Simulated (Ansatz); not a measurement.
**Two states of La2NiO4**

```xyz
7
Lattice="-1.9562 1.9562 6.3941 1.9562 -1.9562 6.3941 1.9562 1.9562 -6.3941" Properties=species:S:1:pos:R:3 pbc="T T T"
La    0.0000    0.0000    4.6216
La    0.0000    0.0000    8.1665
Ni    0.0000    0.0000    0.0000
O     0.0000    1.9562    0.0000
O     1.9562    0.0000    0.0000
O     0.0000    0.0000    2.2635
O     0.0000    0.0000   10.5246
```

Single point in Ansatz 0.2.0 with r2SCAN. Cutoff 500 eV, PAW datasets, 6×6×6 Γ-centred k mesh, fermi-dirac filling (width 0.1 eV).

State A: no moments (no spin polarisation). State B: Ni3 up (collinear spin).

Question: Which state is lower, and how do they differ?

Answer: State B is lower by 103.9 meV an atom at zero smearing; in free energy at this smearing B lies -98.1 meV an atom from A.

```json
{"state": "A", "free energy (meV/atom)": "98.1", "largest moment in a small sphere (μB)": "0.00", "net moment (μB/cell)": "0.00", "gap on mesh (eV)": "metal", "pressure (GPa)": "-8.4", "largest force (eV/Å)": "0.63"}
{"state": "B", "free energy (meV/atom)": "0.0", "largest moment in a small sphere (μB)": "1.60", "net moment (μB/cell)": "1.97", "gap on mesh (eV)": "metal", "pressure (GPa)": "-5.9", "largest force (eV/Å)": "0.70"}
```

Origin: a database entry at a rescaled volume. Caveats: semilocal functionals often miss the gap of such magnets; the k mesh is coarse if the cell is a metal.
